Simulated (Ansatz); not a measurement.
**Relaxing lead (diamond)**

Computed with DFT, r2SCAN, plane waves (500 eV) with PAW, scalar-relativistic in Ansatz. The PAW files were generated under PBE, with cores re-solved for the functional.

k-point mesh 8×8×8, Fermi-Dirac smearing 0.1 eV, no spin polarisation. Cell and atoms relax.

Starting structure:

```yaml
crystal:
  lattice:
    - [0.00000, 3.44673, 3.44673]
    - [3.44673, 0.00000, 3.44673]
    - [3.44673, 3.44673, 0.00000]
  atoms:
    - { symbol: Pb, position: [0.12500, 0.12500, 0.12500] }
    - { symbol: Pb, position: [0.87500, 0.87500, 0.87500] }
```

What cell does the relaxation end in?

Fd-3m with a = 6.953 Å; 42.02 Å³ per atom against 40.95 at the start (2.6 %).

How much energy does the relaxation gain?

2.6 meV per atom.
